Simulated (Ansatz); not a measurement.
SnSe$_{2}$ (CdI2 type)

```
SnSe2
1.0
    3.84030     0.00000     0.00000
   -1.92015     3.32580     0.00000
    0.00000     0.00000     6.00399
Sn Se
1 2
Direct
  0.00000   0.00000   0.00000
  0.33333   0.66667   0.26538
  0.66667   0.33333   0.73462
```

The slice is a (0001) plane (indices of the conventional cell) through the point (0.667, 0.333, 0.735) (fractional), spanned by u = [110] and v = [1 -1 0] in vectors of this cell: u (3.84 Å) and v (6.65 Å, at 90° to u). It covers one period; positions are fractions (u, v).

Calculation: PBE-D3(BJ) (plane waves to 420 eV, PAW, scalar-relativistic; Ansatz, a program for electronic structure). k mesh 10×10×6. Inside the PAW spheres the values are not all-electron values, and peaks at nuclei hang on which shells count as valence. SnSe2 was relaxed with its symmetry unable to fall. The PAW data are Ansatz's earlier set.

Sketch the valence electron density on this plane as a map.


```
|998866554433222211111122223344556688|
|777755444433222211111122223344445577|
|555544443333221111111111223333444455|
|444433333322221111111111222233333344|
|333333222222111111111111112222223333|
|222222221111111111111111111111222222|
|111111111111111111111111111111111111|
|111111111111111111111111111111111111|
|000000001111112222222222111111000000|
|000000001111222222332222221111000000|
|000000111122223333333333222211110000|
|000000112222334444444444332222110000|
|000011112233444455555544443322111100|
|000011223333445577777755443333221100|
|001111223344556688998866554433221111|
|111111223344557799999977554433221111|
|111122223344556688998866554433222211|
|111122223344445577777755444433222211|
|111111223333444455555544443333221111|
|111111222233333344444433333322221111|
|111111112222223333333333222222111111|
|111111111111222222222222221111111111|
|111111111111111111111111111111111111|
|111111111111111111111111111111111111|
|222222111111000000000000001111112222|
|332222221111000000000000001111222222|
|333333222211110000000000111122223333|
|444444332222110000000000112222334444|
|555544443322111100000011112233444455|
|777755443333221100000011223333445577|
|998866554433221111001111223344556688|
|999977554433221111111111223344557799|
```
Scale: ten equal steps from -1.55 (start of '0') to 1.81 (end of '9'), in the order '0123456789'. Values: log₁₀ of the valence density in e/Å³. The map has 18 points along u (two characters each, u = 0 at the left) and 32 along v (v = 0 in the bottom row). The scale is logarithmic, as a density can span decades between atoms and voids.
